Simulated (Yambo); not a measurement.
G0W0@PBEsol for LiNbO3 (space group R-3, No. 148) in Yambo. Reference settings: 2×2×2 Γ-centred k mesh, bands 5 to 182 and a 7 Ry block in the screening, 182 bands in G with the Bruneval-Gonze terminator, plasmon pole fitted at 27.2 eV. The PBEsol gap F → F on this mesh is 3.84 eV; G0W0 gaps are taken between the same points.

With and without the terminator, as bands are cut:

```csv
bands in G (in W),"gap, terminator (eV)","gap, none (eV)","valence shift, terminator (eV)","valence shift, none (eV)"
78 (182),5.717,5.903,-0.487,0.123
121 (182),5.683,5.781,-0.519,-0.149
182 (182),5.667,5.710,-0.530,-0.322
```

Over this range the gap spans 0.050 eV with the terminator and 0.193 eV without, the valence shift 0.043 eV and 0.445 eV. Neither column has reached its limit for certain.

Spin-orbit coupling is not included.

Geometry of the Materials Project entry, not relaxed at this level; primitive cell a = 5.727 Å, b = 5.727 Å, c = 5.727 Å, α = 54.96°, β = 54.96°, γ = 54.96°.

This is not the ordinary phase of the substance.

A shift is the quasiparticle energy of the state minus its PBEsol energy.
